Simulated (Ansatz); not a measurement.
**Convergence of In₃Se with the plane-wave cutoff**

Theory: Ansatz 0.2.0, DFT PBE, scalar-relativistic, plane waves, PAW.

```xyz
4
Lattice="4.7937 -0.0010 0.0036 -0.0010 4.8027 -0.0168 0.0036 -0.0168 4.7743" Properties=species:S:1:pos:R:3 pbc="T T T"
In   -0.0069    2.4217    2.3328
In    2.3587   -0.0267    2.3523
In    2.3954    2.3915   -0.0234
Se   -0.0288   -0.0168   -0.0495
```

```
Γ-centred k-mesh               : 6×6×6
occupation rule                : Gaussian smearing, 0.1 eV
spin treatment                 : unpolarised
valence charge of the PAW sets : In 13, Se 16
```

The atoms stay fixed while the plane-wave cutoff is varied. ΔE is the energy extrapolated to zero smearing, less that of the reference run (600 eV). The cell was strained and its atoms displaced at random, so that forces don't vanish. Pressure is positive in compression and holds a correction for the finite cutoff (Pulay stress).

Times are rough; the reference took 38 s on 1 thread of Intel(R) Xeon(R) Platinum 8488C (Sapphire Rapids), on a shared host, peak memory 0.78 GiB.

(1) Tried: 200, 250, 300, 350, 420, 600 eV. From which plane-wave cutoff on does the energy per atom stay within 100, 10 and 1 meV of the reference?

Results:

(1) 300 for 100 meV, 350 for 10 meV, none but the reference for 1 meV. The reference itself isn't shown to be converged. At 350 eV, where the energy is within 10 meV, force components already agree to within 0.001 eV/Å, where the largest force is 0.080 eV/Å.

```tsv
cutoff (eV)	ΔE (meV/atom)	P (GPa)	largest change of a force component (eV/Å)	plane waves at Γ	wall time (s)
200	6719	-2.41	0.039	739	9.4
250	782	-0.34	0.004	1005	12
300	55.7	0.10	0.002	1317	14
350	2.59	0.02	0.000	1641	15
420	1.05	0.02	0.000	2107	20
600	0.00	0.02	0.000	3735	38
```